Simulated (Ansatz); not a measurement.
GeSe:
```
GeSe
1.0
    0.00000     2.75757     2.75757
    2.75757     0.00000     2.75757
    2.75757     2.75757     0.00000
Ge Se
1 1
Direct
  0.00000   0.00000   0.00000
  0.50000   0.50000   0.50000
```

Relaxed with LDA. Special points in fractions of this cell's reciprocal vectors: Γ (0.000, 0.000, 0.000); X (0.500, 0.000, 0.500); U (0.625, 0.250, 0.625); K (0.375, 0.375, 0.750); L (0.500, 0.500, 0.500); W (0.500, 0.250, 0.750).

Question: List the band energies nearest the Fermi level at these points for plane-wave PAW LDA (Ansatz code).

Answer: In eV from the Fermi level; about four levels below and three above (degenerate sets whole), none deeper than 8.9 eV; points with the same levels are listed once.

| k | below | above |
|---|---|---|
| Γ | -5.42 -2.50 -2.50 -2.50 | 4.14 4.14 4.14 |
| X | -7.51 -6.88 -4.50 -4.50 | 2.49 5.83 5.83 |
| U | -8.76 -6.38 -3.93 -3.27 | 3.58 3.66 5.15 |
| L | -2.25 -2.25 -0.12 | 0.23 0.47 0.47 |
| W | -8.66 -5.93 -5.93 -0.98 | 1.03 5.55 5.55 |

Space group Fm-3m (rock salt). The first step of the workflow began from a Materials Project structure, measured or hypothetical; the Crystallography Open Database copy checked does not list it. It is not the phase usual at ambient conditions (space group No. 62). The LDA relaxation kept the symmetry of its start. At this level the phase is dynamically unstable (imaginary phonons). The Fermi level of a semimetal is unsure by some 0.05 eV on such meshes. Scalar-relativistic: spin–orbit coupling is off unless named, which matters more the heavier the elements.

Potentials: the earlier of the program's two PAW sets.
